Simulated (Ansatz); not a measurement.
Cu$_{3}$Pd, DFT, PBEsol, PAW with Ansatz's default frozen-core files, scalar-relativistic (Ansatz 0.2.0), run on 1 thread of Arm Neoverse V2 on a shared host.

The geometry is COD entry 1524619, unchecked; take it as a test cell. It differs from other determinations. The listed cell was then made from it by scaling, straining or moving an atom.

Command: `ansatz run input.yaml --threads 1 --pin off --max-ram 4096MiB --backend cpu --events-out ev --progress --plain --runs-dir out`

```yaml
crystal:
  lattice:
    - [3.6970193816, 0.0, 0.0]
    - [0.0, 3.6970193816, 0.0]
    - [0.0, 0.0, 3.6970193816]
  atoms:
    - { symbol: Cu, position: [0.0, 0.5, 0.5] }
    - { symbol: Cu, position: [0.5, 0.0, 0.5] }
    - { symbol: Cu, position: [0.5, 0.5, 0.0] }
    - { symbol: Pd, position: [0.0, 0.0, 0.0] }
kpoints:
  mp_grid: { grid: [9, 9, 9] }
scf:
  occupations: { method: fermi_dirac, width: 0.05 }
hamiltonian:
  xc: pbesol
  pseudopotentials: { kind: paw }
output:
  forces: true
  stress: true
  eigenvalues: true
  efg: { contact_densities: true }
  write_density: true
  write_potential: true
  elf: true
  volumetric_format: npy
```

(1) How large is the problem that the program sets up?

(2) About how long does it take, and how much memory does it use?

(3) And the same cell and mesh by all-electron PAW (datasets made for this crystal), asked for forces, stress, eigenvalues, efg, on the same hardware?

## Answers

(1) 35 irreducible k-points, 1021 plane waves at Γ, 45 bands.

(2) 6.5 s of wall time for 7 SCF iterations, with a peak of 0.4 GiB. Times on shared machines scatter by tens of per cent.

(3) 15 s, peak memory 0.68 GiB.
